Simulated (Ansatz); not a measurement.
V2O5 in space group Pnma (No. 62; Pearson symbol oP28), the program Ansatz at the PBEsol level (PAW), all energies at zero smearing, with the estimated change up to a 700 eV cutoff added, with one set of potentials and settings (totals compare only within such a set). Cell of 28 atoms (8 V, 20 O): -34312.819 eV.

| element | reference phase | E (eV/atom) |
|---|---|---|
| V | Im-3m, 1 atoms in the cell | -2885.2930 |
| O | C2/m, 4 atoms in the cell, spin-polarised | -558.3554 |

Formation energy per atom, worked out: (-34312.819 − 8×(-2885.2930) − 20×(-558.3554))/28 = -2.263 eV/atom (-218 kJ per mol of atoms), at 0 K, without zero-point energy or fitted corrections.

The workflow started from a Materials Project entry (that database holds measured and hypothetical structures alike); the Crystallography Open Database copy checked does not list it. COD files the formula under space group No. 31, 59. Whether it is the stable phase at ambient conditions was not checked. Symmetry was held in the PBEsol relaxation; its stability against distortions is not shown here. No spin polarisation was allowed. No Hubbard U is applied. The references are the lowest solids computed at this level, not always the standard phases (solids in place of the gases).

Potentials: the later of the program's two PAW sets.
